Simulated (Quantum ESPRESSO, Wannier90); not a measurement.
Tight-binding from DFT: Bi (C2/m, model phase)

```xyz
2
Lattice="3.4886 -3.1326 0.0000 3.4886 3.1326 0.0000 -1.2602 0.0000 3.1136" Properties=species:S:1:pos:R:3 pbc="T T T"
Bi     1.5432     0.0000     0.4441
Bi    -1.5432     0.0000    -0.4441
```

Cell from Materials Project (mp-23157), symmetrised, no further relaxation. This isn't the element's usual structure (rhombohedral); take it as a model of another phase. Level: LDA, no spin polarisation, no spin-orbit coupling; pw.x of Quantum ESPRESSO at 56 Ry with PseudoDojo potentials, 8×8×10 k-points, Wannier90. Density: 10×10×14 mesh, cold smearing 0.01 Ry. Spin-orbit coupling is left out although heavy elements are present.

Bands 11-12 form an isolated set from -13.09 to -8.92 eV relative to the Fermi level (on the path) and are turned into 2 Wannier functions by minimising the spread from the start: atomic waves Bi 6s.

Q: Where do the functions sit, how wide are they and what are they made of?

A: 
| functions | spread (Å²) | nearest atom, distance (Å) | second atom, distance (Å) | weight on atomic waves |
|---|---|---|---|---|
| 2 | 1.85 | Bi 0.01 | Bi 3.20 | Bi 6s 88 %, Bi 6p 12 % |

Ω_I = 3.68 Å², Ω_total = 3.69 Å²; the interpolated bands follow pw.x to 0.1 meV rms on the path. Only this start was tried; a symmetric start can stop on a saddle, and mixtures of these functions could lower the total by at most Ω_total − Ω_I.
